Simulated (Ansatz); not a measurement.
These are results of DFT PBE, scalar-relativistic, plane waves, PAW, and for the lanthanide a 4f-in-core norm-conserving potential (Ansatz 0.2.0), not measurements. All cells share a 630 eV cutoff and Γ-centred k meshes spaced at most about 0.3 Å⁻¹ (about 0.25 or finer for metals, 2π included). No spin polarisation in the final relaxations.

Temperature and zero-point effects are left out. All come from trial cells, and lower structures may exist.

Question: Which of these relaxed structures of Li₃Dy is the lowest in energy?
A.

```xyz
4
Lattice="3.4366 0.0000 0.0000 0.0000 3.4366 0.0000 0.0000 0.0000 7.6545" Properties=species:S:1:pos:R:3 pbc="T T T"
Li    0.0000    0.0000    3.8273
Li    1.7183    1.7183    2.2269
Li    1.7183    1.7183    5.4277
Dy    0.0000    0.0000    0.0000
```

B.

```xyz
4
Lattice="0.0000 3.5858 3.5858 3.5858 0.0000 3.5858 3.5858 3.5858 0.0000" Properties=species:S:1:pos:R:3 pbc="T T T"
Li    3.5858    3.5858    3.5858
Li    1.7929    1.7929    1.7929
Li    5.3787    5.3787    5.3787
Dy    0.0000    0.0000    0.0000
```

C.

```xyz
4
Lattice="4.5986 0.0000 0.0000 0.0000 4.5986 0.0000 0.0000 0.0000 4.5986" Properties=species:S:1:pos:R:3 pbc="T T T"
Li    0.0000    2.2993    2.2993
Li    2.2993    0.0000    2.2993
Li    2.2993    2.2993    0.0000
Dy    0.0000    0.0000    0.0000
```

D.

```xyz
4
Lattice="5.3804 0.0000 0.0000 0.0000 5.3804 0.0000 0.0000 0.0000 3.2888" Properties=species:S:1:pos:R:3 pbc="T T T"
Li    2.6902    2.6902    0.0000
Li    2.6902    0.0000    1.6444
Li    0.0000    2.6902    1.6444
Dy    0.0000    0.0000    0.0000
```

Answer: A. It has space group P4/mmm (No. 123); the next, D, with space group P4/mmm (No. 123), lies 75 meV/atom higher. Counting all near atoms (those within 1.25 times the shortest distance at each site; a plus sign parts nearer from farther groups; a slash parts the counts of unlike sites), the lowest has Li 8+4/4+9, Dy 12+2 and the next has Li 10+4, Dy 10+4. Even the lowest lies +0.11 eV/atom against the elements.

Cells relaxed within their symmetry can be saddle points. Some types were kept out of the candidates beforehand, so the set may lack a known form.

The lanthanide is trivalent by construction, without f bands, f moments or other valences. The reference runs of the other elements, and any phases without the lanthanide, used 420 eV, which shifts energies against them by under 10 meV/atom. The lanthanide's reference is the lowest of its hcp, dhcp and fcc cells.
